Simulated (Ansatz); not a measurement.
W3N (A15 (Cr3Si type), Pm-3n), r²SCAN (plane waves, PAW; program Ansatz), all energies at zero smearing, with the estimated change up to a 700 eV cutoff added, with one set of potentials and settings (totals compare only within such a set). Cell of 8 atoms (6 W, 2 N): -63148.276 eV.

```json
[
 {"element": "W", "reference phase": "Im-3m, 1 atoms in the cell", "E (eV/atom)": "-10398.2538"},
 {"element": "N", "reference phase": "Pa-3, 8 atoms in the cell", "E (eV/atom)": "-384.8341"}
]
```

Formation energy per atom, worked out: (-63148.276 − 6×(-10398.2538) − 2×(-384.8341))/8 = 1.364 eV/atom (132 kJ per mol of atoms), at 0 K, without zero-point energy or fitted corrections.

The start of the workflow was typed in or built on a structure type; neither database checked (COD, Materials Project) lists it. Whether it is the stable phase at ambient conditions was not checked. The cell was relaxed with r²SCAN under the symmetry of its start. At this level the phase is mechanically unstable. The workflow began spin-polarised and lost its moments. Its formation energy is positive at this level, so the cell may be metastable or incomplete. The references are the lowest solids computed at this level, not always the standard phases (solids in place of the gases). Spin–orbit coupling is left out wherever it is not named.

Potentials: the earlier of the program's two PAW sets.
